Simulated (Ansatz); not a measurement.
Starting cell, BN (wurtzite):

```
CELL_PARAMETERS angstrom
      2.55453     0.00000     0.00000
     -1.27726     2.21229     0.00000
      0.00000     0.00000     4.22457
ATOMIC_POSITIONS crystal
  B  0.66667 0.33333 0.99991
  B  0.33333 0.66667 0.49991
  N  0.66667 0.33333 0.62529
  N  0.33333 0.66667 0.12529
```

In this cell atom 1 (B, nearest neighbour N at 1.567 Å; its periodic images, 2.6 Å or more away, move with it) is moved by s along Cartesian x, unit vector (1.000, 0.000, 0.000); all other atoms and the cell stay fixed.

The numbers are results of PBE (plane waves to 420 eV, PAW, scalar-relativistic; Ansatz, a quantum-chemistry and plane-wave program), not measurements. k mesh 12×12×6 (Γ-centred), Fermi-Dirac smearing 0.05 eV. The energy includes the smearing's −TS. BN was relaxed with its symmetry unable to fall. ΔE is measured from the undisplaced structure.

The scan covers s from -0.470 to 0.470 Å in 11 points.

### Question
Is the energy the same for equal positive and negative displacements?

### Answer
Even: the same for both signs. With its periodic images moving along, the atom's site symmetry in this cell is 3m..

### Question
What is the force constant k = d²E/ds² of this move at s = 0?

### Answer
24.4 eV/Å².

(For displaced atoms, the force is minus the slope of the energy, and its curvature is a force constant, which sets phonon frequencies.)
